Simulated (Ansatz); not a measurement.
# CdH4: settings compared (Ansatz)

Run with:

```bash
ansatz run input.yaml --threads 1 --pin off --max-ram 2560MiB --backend cpu --events-out ev --progress --plain --runs-dir out
```

input.yaml:

```yaml
crystal:
  lattice:
    - [0.0, 4.440123, 0.0]
    - [4.332446, -2.220062, 0.0]
    - [-0.149575, 2.220062, -7.457396]
  atoms:
    - { symbol: Cd, position: [0.9258, 0.75, 0.75] }
    - { symbol: Cd, position: [0.0742, 0.25, 0.25] }
    - { symbol: H, position: [0.9698, 0.4509, 0.8035] }
    - { symbol: H, position: [0.3224, 0.0491, 0.6965] }
    - { symbol: H, position: [0.0302, 0.5491, 0.1965] }
    - { symbol: H, position: [0.6776, 0.9509, 0.3035] }
    - { symbol: H, position: [0.7493, 0.6467, 0.5765] }
    - { symbol: H, position: [0.6791, 0.8533, 0.9235] }
    - { symbol: H, position: [0.2507, 0.3533, 0.4235] }
    - { symbol: H, position: [0.3209, 0.1467, 0.0765] }
  symmetry: { tolerance: 0.0003 }
kpoints:
  mp_grid: { grid: [5, 5, 5], shift: [0, 0, 0] }
magnetization:
  spin_polarized: false
scf:
  occupations: { method: gaussian, width: 0.2879 }
hamiltonian:
  pseudopotentials: { kind: paw }
  xc: pbe
basis:
  ecutwfc: 420
output:
  forces: true
  stress: true
  eigenvalues: true
```

Origin of the cell: a known structure type with other elements, at an estimated volume, so it need not be a known compound.

Output of this run (shortened):

```
SCF iter   1: F=—  HF=-16623.903927 eV  Δρ=2.93e-3  dr2=1.31e-2
SCF iter   2: F=—  HF=-16623.910714 eV  Δρ=1.03e-3  dr2=2.03e-3
SCF iter   3: F=—  HF=-16623.911084 eV  Δρ=6.04e-4  dr2=5.75e-4
SCF iter   4: F=—  HF=-16623.910945 eV  Δρ=1.84e-4  dr2=5.29e-5
SCF iter   5: F=—  HF=-16623.910948 eV  Δρ=4.21e-5  dr2=2.17e-6
SCF iter   6: F=—  HF=-16623.910951 eV  Δρ=2.00e-5  dr2=5.89e-7
SCF iter   7: F=-16623.910951 eV  HF=-16623.910951 eV  Δρ=8.58e-6  dr2=9.24e-8
SCF 1 converged in 7 iterations: F = -16623.910951 eV  dr2 = 9.24e-8
SCF converged after 7 iterations
Free energy (F): -16623.910951 eV
Harris-Foulkes:  -16623.910951 eV  (|F-HF|=2.77e-8)
Internal energy: -16623.617627 eV  (E = F + TS)
E sigma→0 (E₀):  -16623.764289 eV
Entropy (-TS):   -0.293324 eV (-29.332 meV/atom)
Fermi energy:    0.622626 eV
--- Per-component energies (eV) ---
  E_band       = -1315.411331
  E_kinetic    = 1105.843407
  E_local      = -9346.183752  (includes V_loc(G=0)·N_el)
  E_nonlocal   = 71.464008
  E_hartree    = 4226.086846
  E_xc         = -419.439448
  E_vxc        = -528.319458  (∫ρ·V_xc dr)
  E_paw        = -8161.499883  (= ΣΔE_a)
  E_vpaw       = -1070.378972  (= ΣTr[D̂ρ^β])
  E_aug_tail   = -0.008368  (compensation charges beyond the density's cutoff)
  E_ewald      = -4099.880436
  E_smearing   = -0.293324  (= −TS)
  Σ components = -16623.910951   (vs F -16623.910951, Δ=0.00e0)
--- Forces (eV/Å), atoms counted from 1 ---
  atom   1  Cd     0.000000     0.275713     0.000000
  atom   2  Cd    -0.000000    -0.275713    -0.000000
  atom   3  H     -1.048780     0.763145    -0.341140
[… 2 lines left out …]
  atom   6  H     -1.048780    -0.763145    -0.341140
  atom   7  H     -0.414216    -0.883009     1.273845
  atom   8  H      0.414216    -0.883009    -1.273845
  atom   9  H      0.414216     0.883009    -1.273845
  atom  10  H     -0.414216     0.883009     1.273845
  max |Σ_I F_I| component: 2.22e-16 eV/Å
--- Stress (GPa, compression-positive) ---
        2.041483       0.000000      -0.077504
        0.000000       3.604960      -0.000000
       -0.077504      -0.000000       4.580224
  P = ⅓ Tr σ = 3.4089 GPa (34.089 kbar)
```

The same input was run again with these changes:

1. `scf.eigensolver.kind` default → davidson
2. `hamiltonian.dispersion` default → d4; `scf.eigensolver.kind` default → davidson; `basis.precision` default → f64
3. `scf.occupations.method` gaussian → methfessel_paxton; `scf.occupations.width` 0.2879 → 0.1; `basis.ecutwfc` 420 → "550 eV"
4. `basis.ecutwfc` 420 → "400 eV"

| run | end | SCF iterations | P (GPa) | max force component (eV/Å) | moment (μB) | ΔE(σ→0) (meV/atom) |
| --- | --- | --- | --- | --- | --- | --- |
| base | converged | 7 | 3.41 | 1.274 | – | 0 |
| 1 | converged | 8 | 3.41 | 1.274 | – | 0.00 |
| 2 | converged | 8 | 2.31 | 1.269 | – | – |
| 3 | converged | 8 | 3.16 | 1.281 | – | -1.59 |
| 4 | converged | 7 | 3.41 | 1.274 | – | 0.90 |

Energies are compared only where functional, datasets, charge and starting cell are the same.

Caveats of the base run: the k mesh is coarse if the cell is a metal; wide smearing.

Run 4: the cutoff lies below the datasets' advice.

The base run ran for 7.8 s on 1 thread of Arm Neoverse V2 (shared host), peak memory 0.43 GiB, from the program's own first density.
